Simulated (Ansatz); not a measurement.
This run works on a generated trial structure, not on a known crystal.

Input and command of a plane-wave DFT calculation in Ansatz:

```yaml
crystal:
  lattice:
    - [5.228824674, 0.0, -0.0066280109]
    - [0.0, 2.9679914569, 0.0]
    - [-0.1731782606, 0.0, 7.5992566911]
  atoms:
    - { symbol: Ti, position: [0.0835689654, 0.75, 0.3488989314] }
    - { symbol: Ti, position: [0.5728548893, 0.25, 0.3533845867] }
    - { symbol: Ti, position: [0.2129987359, 0.25, 0.0068365379] }
    - { symbol: Ti, position: [0.7870012641, 0.75, 0.9931634621] }
    - { symbol: Ti, position: [0.9164310346, 0.25, 0.6511010686] }
    - { symbol: Ti, position: [0.4271451107, 0.75, 0.6466154133] }
    - { symbol: "N", position: [0.2456880385, 0.25, 0.503248179] }
    - { symbol: "N", position: [0.7543119615, 0.75, 0.496751821] }
    - { symbol: O, position: [0.8932432933, 0.25, 0.1794826152] }
    - { symbol: O, position: [0.4226066937, 0.75, 0.1593974474] }
    - { symbol: O, position: [0.1067567067, 0.75, 0.8205173848] }
    - { symbol: O, position: [0.5773933063, 0.25, 0.8406025526] }
basis:
  ecutwfc: 420
kpoints:
  mp_grid: { grid: [8, 12, 6] }
hamiltonian:
  xc: pbe
scf:
  occupations: { method: fermi_dirac, width: 0.15 }
output:
  forces: true
  stress: true
  eigenvalues: true
relax:
  adjacent_minimum: "off"
  f_tol: 0.001
  max_steps: 60
  cell: { stress_tol: 0.01 }
```

```bash
ansatz run input.yaml --threads 1 --pin off --max-ram 2560MiB --backend cpu --events-out ev --progress --plain --runs-dir out
```

Processor: Intel(R) Xeon(R) 6975P-C (Granite Rapids), 1 thread, on a host shared with other jobs.

Task: How long does it run, and how much memory does it take?

Result: About 7.6 min, peak memory 1.2 GiB. It solves 66 bands at 182 k points (after reduction by symmetry) with about 2275 plane waves (on the last cell), in 70 SCF iterations over 10 ionic steps.
